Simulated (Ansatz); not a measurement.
Nb$_{2}$AlB$_{2}$:
Space group Cmmm (No. 65); a = 3.1454 Å, b = 11.6208 Å, c = 3.3104 Å, α = 90.00°, β = 90.00°, γ = 90.00°

```tsv
atom	site	symmetry	x	y	z
Al	2a	mmm	0.0000	0.0000	0.0000
Nb	4j	m2m	0.5000	0.1420	0.5000
B	4i	m2m	0.0000	0.2104	0.0000
```
(The calculation used a cell of 5 atoms; values per cell refer to that cell.)

Relaxed with r²SCAN.

**Question.** Tabulate the valence density and the electron localisation function along the shortest B–B contact (1.82 Å), r²SCAN (plane waves, PAW; program Ansatz).

**Answer.** 

```csv
distance from B (Å),density (e/Å³),ELF
0.18,0.37,0.01
0.27,0.52,0.04
0.36,0.64,0.16
0.46,0.72,0.35
0.55,0.76,0.54
0.64,0.75,0.67
0.73,0.73,0.75
0.82,0.71,0.78
0.91,0.71,0.79
1.00,0.71,0.78
1.09,0.73,0.75
1.18,0.75,0.67
1.28,0.76,0.54
1.37,0.72,0.35
1.46,0.64,0.16
1.55,0.52,0.04
1.64,0.37,0.01
```

The density is the valence pseudo-density with augmentation charge, so density and ELF within about 1 Å of a nucleus are not all-electron values.

The start of the workflow was typed in or built on a structure type; neither database checked (COD, Materials Project) lists it. Whether it is the stable phase at ambient conditions was not checked. Symmetry was held in the r²SCAN relaxation; whether a distortion lowers the energy is not shown. The run is not spin-polarised.

Potentials: the later of the program's two PAW sets.
